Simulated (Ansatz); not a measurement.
TaAg:
```yaml
crystal:
  lattice:
    - [2.80497, 0.00000, 0.00000]
    - [0.00000, 2.80497, 0.00000]
    - [0.00000, 0.00000, 4.29188]
  atoms:
    - { symbol: Ag, position: [0.00000, 0.00000, 0.00000] }
    - { symbol: Ta, position: [0.50000, 0.50000, 0.50000] }
```

Relaxed with PBEsol. Special points in fractions of this cell's reciprocal vectors: Γ (0.000, 0.000, 0.000); X (0.000, 0.500, 0.000); M (0.500, 0.500, 0.000); Z (0.000, 0.000, 0.500); R (0.000, 0.500, 0.500); A (0.500, 0.500, 0.500).

Question: List the band energies nearest the Fermi level at these points for the program Ansatz at the PBEsol with spin–orbit coupling level (PAW).

Answer: In eV from the Fermi level; about four levels below and three above (degenerate sets whole), none deeper than 8.9 eV; points with the same levels are listed once.

| k | below | above |
|---|---|---|
| Γ | -2.02 -2.02 -1.42 -1.42 | 0.93 0.93 3.64 3.64 |
| X | -1.46 -1.46 -0.31 -0.31 | 1.98 1.98 3.73 3.73 |
| M | -3.18 -3.18 -1.68 -1.68 | 1.27 1.27 1.43 1.43 |
| Z | -2.38 -2.38 -0.29 -0.29 | 2.60 2.60 2.87 2.87 |
| R | -1.59 -1.59 -0.79 -0.79 | 0.30 0.30 2.52 2.52 |
| A | -2.05 -2.05 -2.02 -2.02 | 2.02 2.02 6.20 6.20 |

Space group P4/mmm (L1₀ or tetragonal B2). The start of the workflow was typed in or built on a structure type; neither database checked (COD, Materials Project) lists it. Its standing as an ambient phase is unchecked. The PBEsol relaxation kept the symmetry of its start; whether a distortion lowers the energy is not shown. No spin polarisation was allowed. Its formation energy is positive at this level, so the cell may be metastable or incomplete.

Potentials: the later of the program's two PAW sets.
